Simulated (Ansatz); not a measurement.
Mg2Sn in space group C2/m (No. 12; Mg on 4i, Mg on 4i, Sn on 4i) at seven volumes, plane-wave PAW PBEsol (Ansatz code), shape and atoms relaxed at each. One row is withheld.

```
V (Å³/atom)  P (GPa)
-----------  -------
21.001          5.16
21.693          3.16
22.385          1.46
23.078          0.00
23.770         -1.25
24.462         -2.32
25.155             ?
```

Problem. Fit the shown pressures and predict the withheld one.

Solution. P = (3/2)B₀(x^(7/2) − x^(5/2))[1 + (3/4)(B′ − 4)(x − 1)] with x = (V₀/V)^(2/3). Least squares on the six rows gives V₀ = 23.077 Å³/atom, B₀ = 44.9 GPa, B′ = 4.17. At V = 25.155, x = 0.9441 and P = -3.24 GPa. The run itself gave -3.22 GPa.

The workflow started from a Materials Project entry (that database holds measured and hypothetical structures alike); the Crystallography Open Database copy checked does not list it. COD files the formula under space group No. 225, 227, so this cell is another polymorph or a model. Its standing as an ambient phase is unchecked. Symmetry was held in the PBEsol relaxation; its stability against distortions is not shown here. Spin–orbit coupling is left out wherever it is not named.

Potentials: the later of the program's two PAW sets.
